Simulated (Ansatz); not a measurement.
Trial structure of MgBe₂I₆, not yet relaxed:

```cif
data_structure
_symmetry_space_group_name_H-M 'R-3:H'
_symmetry_Int_Tables_number 148
_cell_length_a 7.4838
_cell_length_b 7.4838
_cell_length_c 18.3316
_cell_angle_alpha 90.000
_cell_angle_beta 90.000
_cell_angle_gamma 120.000
_cell_volume 889.15
loop_
_atom_site_label
_atom_site_type_symbol
_atom_site_symmetry_multiplicity
_atom_site_Wyckoff_symbol
_atom_site_fract_x
_atom_site_fract_y
_atom_site_fract_z
_atom_site_occupancy
Mg1 Mg 3 a 0.00000 0.00000 0.00000 1
Be1 Be 6 c 0.33333 0.66667 0.91667 1
I1 I 18 f 0.00448 0.43667 0.74888 1
```

The calculation used Ansatz, DFT PBE, scalar-relativistic, plane waves, PAW. Cutoff 420 eV; k points 4×4×4 on the computed 9-atom cell (Γ-centred); Gaussian smearing, width 0.10 eV; no spin polarisation.

Energies over the elements count from the elements' standard structures at the same level, with no fitted energy shifts.

Question: What does a single point on this coarse mesh give?

Answer: The pressure is 1.3 GPa (the mean over three directions, positive in compression), the largest force is 1.99 eV/Å, and the energy is +0.35 eV/atom against the elements. The shortest distance is 2.66 Å.

Question: How much does it gain on relaxing, and where does it end?

Answer: Relaxing gains about 1.0 eV/atom in 21 ionic steps and ends at −0.659 eV/atom on the finer mesh. The symmetry stays R-3 (No. 148). The volume per atom grows by 25.6 %, from 32.9 to 41.4 Å³. The shortest distance goes from 2.66 Å (Mg–I) to 2.32 Å (Be–I). The ratio c/a of the conventional cell changes by a factor of 1.39. Conventional cell: a = 7.229 Å, c = 24.673 Å. Mg is surrounded by 6 I at 2.97 Å; around Be lie 3 I at 2.32 Å; I is surrounded by 1 Be at 2.32 Å and 1 Mg at 2.97 Å.

The last run used a 6×6×6 mesh for its 9-atom cell and Gaussian smearing of 0.02 eV. Weakly bound directions are ill-defined at this level, which has no dispersion term. These runs have no spin–orbit coupling, which can matter for I. The reference form of I is held partly by dispersion forces, which this level lacks. The relaxation can't lower the symmetry of the start. A structure relaxed within its symmetry needn't be a true minimum.
